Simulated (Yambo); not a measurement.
Yambo input for SrBrOH (space group C2/m, No. 12) (a = 5.951 Å, b = 5.951 Å, c = 7.437 Å, α = 105.60°, β = 105.60°, γ = 42.76°), on LDA (pw.x of Quantum ESPRESSO, ONCV potentials, scalar-relativistic) wavefunctions on a 4×4×2 mesh:

```
optics
chi
dipoles
kernel
FFTGvecs= 40 Ry
Chimod= "HARTREE"
NGsBlkXd= 3 Ry
% QpntsRXd
 1 | 1 |
%
% BndsRnXd
 1 | 124 |
%
GrFnTpXd= "R"
% EnRngeXd
 0.0 | 20.0 | eV
%
% DmRngeXd
 0.2 | 0.2 | eV
%
CGrdSpXd= 50
ETStpsXd= 161
% LongDrXd
 0.0 | 1.0 | 0.0 |
%
```

First lines of the file o-*.eps_q1_inv_rpa_dyson:

```
Absorption @ Q(1):   0.00000000     1.00000000     0.00000000    [q->0 direction]
#
# [ X ] Hartree size     :  105
# [GEN] GF Energies     : Slater exchange(X)+Perdew & Wang(C)
# [GEN] Green`s Function     : Retarded
#
# [GEN] Gauge     : Length
# [GEN] [r,Vnl] included     : yes
#
#    E[1] [eV]     Im(eps)     Re(eps)     Im(eps_o)     Re(eps_o)
#
     0.000000     -0.194297E-8     2.936362     0.22625E-17     3.339699
     0.125000     0.001621     2.936866     0.001970     3.340311
     0.250000     0.003251     2.938381     0.003949     3.342152
     0.375000     0.004898     2.940915     0.005948     3.345230
     0.500000     0.006570     2.944481     0.007977     3.349561
     0.625000     0.008277     2.949098     0.010047     3.355167
     0.750000     0.010030     2.954789     0.012170     3.362075
     0.875000     0.011838     2.961587     0.014357     3.370323
     1.000000     0.013713     2.969528     0.016623     3.379954
     1.125000     0.015670     2.978658     0.018983     3.391021
     1.250000     0.017722     2.989032     0.021455     3.403587
     1.375000     0.019888     3.000712     0.024057     3.417726
     1.500000     0.022189     3.013776     0.026814     3.433525
     1.625000     0.024647     3.028311     0.029753     3.451086
     1.750000     0.027293     3.044422     0.032905     3.470530
     1.875000     0.030162     3.062234     0.036311     3.491997
     2.000000     0.033297     3.081892     0.040019     3.515655
     2.125000     0.036755     3.103573     0.044090     3.541704
     2.250000     0.040608     3.127491     0.048604     3.570383
     2.375000     0.044951     3.153904     0.053661     3.601981
     2.500000     0.049912     3.183135     0.059400     3.636858
     2.625000     0.055671     3.215587     0.066013     3.675458
     2.750000     0.062486     3.251779     0.073773     3.718350
     2.875000     0.070747     3.292388     0.083090     3.766271
     3.000000     0.081067     3.338323     0.094602     3.820200
     3.125000     0.094466     3.390830     0.109374     3.881472
     3.250000     0.112767     3.451650     0.129290     3.951938
     3.375000     0.139482     3.523191     0.157976     4.034142
     3.500000     0.182027     3.608377     0.203069     4.131164
     3.625000     0.257402     3.707990     0.282056     4.243865
     3.750000     0.403500     3.802536     0.433777     4.352101
     3.875000     0.645481     3.774442     0.682664     4.334970
     4.000000     0.713570     3.515225     0.750845     4.086673
```
(The file goes on to the top of the energy range.) Convergence of the RPA response with its 4×4×2 mesh was not tested.

Spin-orbit coupling is not included.

Geometry of the Materials Project entry, not relaxed at this level.

The structure is a Materials Project entry; no match was found in the copy of COD used, and its stability was not checked.
